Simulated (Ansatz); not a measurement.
# KC₃O₃, one structure, two calculations

Cell: a measured structure from the Crystallography Open Database (COD) whose atoms were relaxed with PBE, the cell held.

Space group Fddd:1 (No. 70); a = 8.4260, b = 12.0110, c = 15.6710 Å.

```csv
site,Wyckoff,site symmetry,x,y,z
K,16f,.2.,0.5000,0.1491,0.5000
C5,16g,..2,0.7500,0.7500,0.8446
C9,32h,1,0.5982,0.7445,0.7971
O17,16g,..2,0.7500,0.7500,0.9242
O21,32h,1,0.4697,0.2350,0.3362
```

One atom of each set is listed; the run and its k-mesh use a cell of 28 atoms with edges of 9.87, 8.90, 7.34 Å.

First run. Level of theory: DFT, PBE, plane waves and PAW, scalar-relativistic, 420 eV cutoff, Γ-centred 5×5×5 k-points, Fermi–Dirac smearing 0.05 eV (Ansatz 0.2.0).

| site | V_zz (10²¹ V/m²) | η |
| --- | --- | --- |
| K | -1.30 | 0.76 |
| C5 | 3.42 | 0.42 |
| C9 | 3.50 | 0.42 |
| O17 | -16.37 | 0.01 |
| O21 | -16.24 | 0.01 |

Second run. The same atoms and settings, except that the cutoff is 350 eV.

(1) What does the second run give?

## Answers

(1) 

```csv
site,V_zz,η,change of V_zz
K,-1.29,0.76,+0.01
C5,3.38,0.45,-0.04
C9,3.45,0.45,-0.05
O17,-16.18,0.01,+0.19
O21,-16.05,0.01,+0.19
```

The largest change of V_zz is on O21, from -16.24 to -16.05. In per cent, |V_zz| changes by 0 on K, -1 on C, -1 on O (all sites that start above 0.5).
